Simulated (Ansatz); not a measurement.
### Question
Each is relaxed and computed with the program Ansatz at the LDA level (PAW). Which is the only metal?
A. HfS2, CdI2 type
B. HfGe2, Cmcm (Hf on 4c, Ge on 4c, Ge on 4c)
C. Ge3PbSe4, Pm (Pearson symbol mP8)
D. HfO2, rutile

### Answer
B, HfGe2, Cmcm (Hf on 4c, Ge on 4c, Ge on 4c). HfGe2: metal; HfS2: gap 0.58 eV (indirect); Ge3PbSe4: gap 0.45 eV (indirect); HfO2: gap 3.88 eV (direct). Not the usual ambient phase: HfO2, rutile. Standing as an ambient phase not checked: HfGe2, Cmcm (Hf on 4c, Ge on 4c, Ge on 4c); Ge3PbSe4, Pm (Pearson symbol mP8). Weakly bound layers, chains or molecules computed without a dispersion correction, so cells and soft constants are ill determined: HfS2, CdI2 type; Ge3PbSe4, Pm (Pearson symbol mP8). All cells were relaxed under the symmetry of their starts (and spin orders); stability against distortions was not tested throughout. Rows with no word on spin ran without spin polarisation. Spin–orbit coupling is left out wherever it is not named.

Potentials: the later of the program's two PAW sets.
